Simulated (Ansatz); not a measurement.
GaP in space group R-3m (No. 166; Ga on 6c, P on 6c) at seven volumes, plane-wave PAW HSE06 (Ansatz code), shape and atoms relaxed at each. One row is withheld.

```tsv
V (Å³/atom)	P (GPa)
18.696	9.27
19.313	5.67
19.929	?
20.545	0.00
21.162	-2.21
21.778	-4.08
22.394	-5.66
```

### Question
Fit the shown pressures and predict the withheld one.

### Answer
Third-order Birch–Murnaghan: P = (3/2)B₀(x^(7/2) − x^(5/2))[1 + (3/4)(B′ − 4)(x − 1)] with x = (V₀/V)^(2/3). Least squares on the six rows gives V₀ = 20.546 Å³/atom, B₀ = 79.65 GPa, B′ = 4.46. At V = 19.929, x = 1.0205 and P = 2.60 GPa. The run itself gave 2.60 GPa.

The first step of the workflow began from a Materials Project structure, measured or hypothetical; the Crystallography Open Database copy checked does not list it. It is not the phase usual at ambient conditions (space group No. 216). Symmetry was held in the HSE06 relaxation; its stability against distortions is not shown here. Scalar-relativistic: spin–orbit coupling is off unless named, which matters more the heavier the elements.

Potentials: the later of the program's two PAW sets.
